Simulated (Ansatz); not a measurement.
A relaxed cell of Nb (Im-3m (No. 229)), relaxed on a k-mesh at least as fine as the one used below. Level of theory: r2SCAN (plane waves to 500 eV, PAW, scalar-relativistic; Ansatz, a quantum-chemistry and plane-wave program). Γ-centred k-mesh 14×7×14 on the run's cell (coarser than for final values), Fermi–Dirac smearing 0.05 eV.

```
Nb
1.0
   -1.65147     1.65147     1.65147
    3.30295    -3.30295     3.30295
    1.65147     1.65147    -1.65147
Nb
2
Direct
  0.00000   0.00000   0.00000
  0.00000   0.50000   0.00000
```

The atoms are displaced by (Å):

```csv
atom,ux,uy,uz
Nb1,0.080,0.076,-0.054
Nb2,0.162,0.088,0.060
```

**Question.** What forces (eV/Å) and pressure result?

**Answer.** 
| atom | Fx | Fy | Fz |
|---|---|---|---|
| Nb1 | 0.53 | 0.07 | 0.62 |
| Nb2 | -0.53 | -0.07 | -0.62 |

Pressure +1.7 GPa.

**Question.** Estimate the energy cost of the displacement in the harmonic approximation and compare with the calculation.

**Answer.** For a harmonic well ΔE = −½ Σ F·u = 0.058 eV a cell, or 29 meV/atom. The calculated energy relative to the undisplaced cell is +0.03 eV/atom, so the harmonic estimate holds well.

No spin polarisation in the result.

The run that gave the undisplaced cell could not lose the symmetry of its start; a randomly shaken copy of 2 atoms returns to this structure.
